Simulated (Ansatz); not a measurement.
**Fields on a plane of Bi (A7 type, space group R-3m)**

```xyz
2
Lattice="2.2608 1.3053 4.0094 -2.2608 1.3053 4.0094 0.0000 -2.6105 4.0094" Properties=species:S:1:pos:R:3 pbc="T T T"
Bi     0.0000     0.0000     2.8115
Bi     0.0000     0.0000     9.2167
```

The slice is a (-1 1 0 4) plane (indices of the conventional cell) through the point (0.766, 0.766, 0.766) (fractional), spanned by u = [1 0 -1] and v = [1 -1 1] in vectors of this cell: u (4.52 Å) and v (6.58 Å, at 90° to u). It covers one period; positions are fractions (u, v).

Atoms on it: Bi at (0.00, 0.00). Other atoms lie within 1 Å of the plane.

Computed with r2SCAN+rVV10 (plane waves to 500 eV, PAW, scalar-relativistic; Ansatz, a program for electronic structure). k mesh 13×13×13. These are valence fields of a PAW run, semicore shells included where kept as valence: close to a nucleus they are smooth pseudo fields. Bi was relaxed with its symmetry unable to fall. Spin-orbit coupling is left out, though Bi is heavy. The PAW data are Ansatz's earlier set.

```
|xxxxxxxx004477889988774400xxxxxx|
|xxxxxx0000558899999988550000xxxx|
|xxxxxx0033778899999988773300xxxx|
|00000033668899999999998866330000|
|33335566889999999999999988665533|
|66667788889999999999999988887766|
|66667788889999999999999988887766|
|33335566889999999999999988665533|
|00000033668899999999998866330000|
|xxxx00004477889999998877440000xx|
|xxxxxx0000668899999988660000xxxx|
|xxxxxxxx005577999999775500xxxxxx|
|xxxxxxxx004477889988774400xxxxxx|
|xxxxxxxx005577999999775500xxxxxx|
|xxxxxx0011668899999988661100xxxx|
|xxxx00004477889999998877440000xx|
|00001144668899999999998866441100|
|33335566888899999999998888665533|
|22224466778899999999998877664422|
|00000033668899999999998866330000|
|xxxxxx0033778899999988773300xxxx|
|xxxxxx0000558899999988550000xxxx|
|xxxxxxxx004477889988774400xxxxxx|
|xxxxxxxx004477889988774400xxxxxx|
```
Scale: ten equal steps from 0.00 (start of '0') to 8.43 (end of '9'), in the order '0123456789'. Values: electrostatic potential energy of an electron, from the cell's mean, in eV. The map has 16 points along u (two characters each, u = 0 at the left) and 24 along v (v = 0 in the bottom row). Points within 1 Å of a nucleus are blanked (x), as the pseudised field means little there. Values under 0 eV are set to 0. The zero, the cell's mean, hangs on the PAW cores.

```
|xx=#%#+:.:+#%#=x|
|-=#%%#=:.:=#%%#=|
|%%%%%*-...-*%%%%|
|@@%%*=.   .=*%%@|
|%%#+-.     .-+#%|
|==-:.       .:-=|
|+=-:.       .:-=|
|%%#*-.     .-*#%|
|@@@%#-.   .-#%@@|
|%%%%%+:   :+%%%%|
|=+#%%#-. .-#%%#+|
|xx*%%#-. .-#%%*x|
|xx+%%#-. .-#%%+x|
|x-*%%*-. .-*%%*-|
|+*#%#+:. .:+#%#*|
|####*=.   .=*###|
|%%%#+-.   .-+#%%|
|@@@#=:     :=#@@|
|@@%#+:.   .:+#%@|
|####*-.   .-*###|
|*####+:. .:+####|
|-=*##*=:.:=*##*=|
|xx=###=:.:=###=x|
|xx-#%#+:::+#%#-x|
```
Scale: ten equal steps from 0.02 (start of ' ') to 0.52 (end of '@'), in the order ' .:-=+*#%@'. Values: electron localisation function (ELF). The map has 16 points along u (one character each, u = 0 at the left) and 24 along v (v = 0 in the bottom row). Points within 0.5 Å of a nucleus are blanked (x), as the pseudised field means little there.
